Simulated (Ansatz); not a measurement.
The elements of this relaxed trial crystal are hidden behind letters.

```
lattice vectors (Å)
   4.7883    0.0000    0.0000
  -2.3941    4.1468    0.0000
   0.0000    0.0000    5.2754
fractional positions
X 0.0000 0.0000 0.5000
Z 0.3333 0.6667 0.0000
Z 0.6667 0.3333 0.0000
Z 0.0000 0.0000 0.0000
```

Computed with DFT PBE, scalar-relativistic, plane waves, PAW (Ansatz 0.2.0). Settings of the last relaxation (4-atom cell): 420 eV, 12×12×10 k points, Gaussian smearing of 0.10 eV, collinear spin.

```
Space group                                 : P6/mmm (No. 191)
Conventional cell                           : a = 4.788 Å, c = 5.275 Å
Volume per atom                             : 26.19 Å³
Density                                     : 3.93 g/cm³
Energy over the elements                    : −0.07 eV/atom
Gap on the 12×12×10 mesh of the 4-atom cell : 0 eV (a metal)
Net moment per atom                         : 1.72 μB
```

Energies are uncorrected and count from the elements' standard states at the same level.

Question: X is a lanthanide and Z is a p-block element of period 3. Which elements are they?

Answer: X = Eu, Z = S, so the formula is EuS3. Density times volume gives a mean mass of 3.93 × 26.19/1.6605 = 62.0 u per atom, and this set has 62.0 u. Eu is surrounded by 2 S at 2.64 Å; around S on a site of symmetry -6m2 lie 6 S at 2.76 Å; S on a site of symmetry 6/mmm is surrounded by 2 Eu at 2.64 Å and 6 S at 2.76 Å. Other sets within the hints have nearly the same mass, so mass alone doesn't settle it; this one was computed.

In such compounds of Eu a zero gap at this level may well be an artefact, since no Hubbard U is applied. The magnetic state reached may not be the lowest. A structure relaxed within its symmetry needn't be a true minimum. Another cell of EuS3 relaxed alike, in P6_3/mmc, lies 0.60 eV/atom lower, so this cell isn't the stable form at this level.
